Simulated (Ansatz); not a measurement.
Data:

CdSe:
```
CELL_PARAMETERS angstrom
      4.38292     0.00000     0.00000
     -2.19146     3.79572     0.00000
      0.00000     0.00000     7.15369
ATOMIC_POSITIONS crystal
  Cd 0.66667 0.33333 0.00048
  Cd 0.33333 0.66667 0.50048
  Se 0.66667 0.33333 0.62472
  Se 0.33333 0.66667 0.12472
```

This is the PBE-relaxed structure. Tensor components refer to the Cartesian frame of this cell.

**Question.** All from DFT-PBE in the program Ansatz with PAW potentials, unless another level is named. Estimate the hole effective mass, band 2 of 2 at the edge.

**Answer.** 0.062 along x, 1.6 along z (mₑ).

**Question.** Predict the electron effective mass with spin–orbit coupling.

**Answer.** 0.053 mₑ (isotropic).

**Question.** Give the weight of the conduction-edge state by species (Voronoi cells).

**Answer.** Cd 65 %, Se 35 %.

**Question.** What about the weight of the valence-edge state by species (Voronoi cells)?

**Answer.** Se 83 %, Cd 17 %.

**Question.** Predict the valence-band maximum.

**Answer.** at Γ.

Space group P6_3mc (wurtzite). The cell was relaxed with PBE under the symmetry of its start; phonons on a q-mesh show no instability. Scalar-relativistic: spin–orbit coupling is off unless named, which matters more the heavier the elements.

Potentials: the later of the program's two PAW sets.

Edges and masses are those of Kohn–Sham bands, whose gap is no quasiparticle gap.
